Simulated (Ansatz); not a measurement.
Input, command and steps of an Ansatz relaxation.

```yaml
crystal:
  lattice:
    - [4.9545715623, 0.0, 0.0]
    - [-2.4772857811, 4.2907848378, 0.0]
    - [0.0, 0.0, 4.7613098876]
  atoms:
    - { symbol: Ti, position: [0.0, 0.6691379425, 0.75] }
    - { symbol: Ti, position: [0.0, 0.3308620575, 0.25] }
    - { symbol: Ti, position: [0.6691379425, 0.0, 0.75] }
    - { symbol: Ti, position: [0.6691379425, 0.6691379425, 0.25] }
    - { symbol: Ti, position: [0.3308620575, 0.3308620575, 0.75] }
    - { symbol: Ti, position: [0.3308620575, 0.0, 0.25] }
    - { symbol: O, position: [0.0, 0.0, 0.5] }
    - { symbol: O, position: [0.0, 0.0, 0.0] }
basis:
  ecutwfc: 420
kpoints:
  mp_grid: { grid: [12, 12, 8] }
hamiltonian:
  xc: pbesol
scf:
  occupations: { method: gaussian, width: 0.1 }
output:
  forces: true
  stress: true
  eigenvalues: true
relax:
  adjacent_minimum: "off"
  f_tol: 0.01
  max_steps: 30
  cell: { stress_tol: 0.1, fix: [volume] }
```

```bash
ansatz run input.yaml --threads 2 --pin off --max-ram 5120MiB --backend cpu --events-out ev --progress --plain --runs-dir out
```

Theory: DFT PBEsol, scalar-relativistic, plane waves, PAW (Ansatz).

The volume is held at 0.94 times that of the relaxed cell.

Of 4 frames 3 are shown, positions in Å and forces in eV/Å; the SCF threshold varies from step to step. Steps run on the plane waves of an earlier cell, with a Pulay correction in the pressure. The basis is chosen afresh for the last frame, the zero of the energies, and at times for earlier ones too; energy and pressure step there, also at an unchanged geometry.

```xyz
8
Lattice="4.9546 0.0000 0.0000 -2.4773 4.2908 0.0000 0.0000 0.0000 4.7613" Properties=species:S:1:pos:R:3:forces:R:3 pbc="T T T" step=1 free_energy_over_end_meV_per_atom=0.84 pressure_GPa=11.36
Ti   -1.6576    2.8711    3.5710    0.1257   -0.2178    0.0000
Ti   -0.8196    1.4197    1.1903   -0.1257    0.2178    0.0000
Ti    3.3153    0.0000    3.5710   -0.2515    0.0000    0.0000
Ti    1.6576    2.8711    1.1903   -0.1257   -0.2178    0.0000
Ti    0.8196    1.4197    3.5710    0.1257    0.2178    0.0000
Ti    1.6393    0.0000    1.1903    0.2515    0.0000    0.0000
O     0.0000    0.0000    2.3807    0.0000    0.0000    0.0000
O     0.0000    0.0000    0.0000    0.0000    0.0000    0.0000
8
Lattice="4.9492 0.0000 0.0000 -2.4746 4.2861 0.0000 0.0000 0.0000 4.7717" Properties=species:S:1:pos:R:3:forces:R:3 pbc="T T T" step=2 free_energy_over_end_meV_per_atom=0.01 pressure_GPa=10.72
Ti   -1.6518    2.8610    3.5788    0.0030   -0.0052    0.0000
Ti   -0.8228    1.4251    1.1929   -0.0030    0.0052    0.0000
Ti    3.3036    0.0000    3.5788   -0.0060    0.0000    0.0000
Ti    1.6518    2.8610    1.1929   -0.0030   -0.0052    0.0000
Ti    0.8228    1.4251    3.5788    0.0030    0.0052    0.0000
Ti    1.6455    0.0000    1.1929    0.0060    0.0000    0.0000
O     0.0000    0.0000    2.3859    0.0000    0.0000    0.0000
O     0.0000    0.0000    0.0000    0.0000    0.0000    0.0000
8
Lattice="4.9468 0.0000 0.0000 -2.4734 4.2840 0.0000 0.0000 0.0000 4.7763" Properties=species:S:1:pos:R:3:forces:R:3 pbc="T T T" step=4 free_energy_over_end_meV_per_atom=0.00 pressure_GPa=10.68
Ti   -1.6508    2.8594    3.5822   -0.0001    0.0002    0.0000
Ti   -0.8225    1.4247    1.1941    0.0001   -0.0002    0.0000
Ti    3.3017    0.0000    3.5822    0.0002    0.0000    0.0000
Ti    1.6508    2.8594    1.1941    0.0001    0.0002    0.0000
Ti    0.8225    1.4247    3.5822   -0.0001   -0.0002    0.0000
Ti    1.6451    0.0000    1.1941   -0.0002    0.0000    0.0000
O     0.0000    0.0000    2.3882    0.0000    0.0000    0.0000
O     0.0000    0.0000    0.0000    0.0000    0.0000    0.0000
```

It took 71 s on 2 threads of Intel(R) Xeon(R) Platinum 8488C (Sapphire Rapids), on a shared host, peak memory 0.7 GiB.

Spin polarisation was left out, and a magnetic state may lie lower.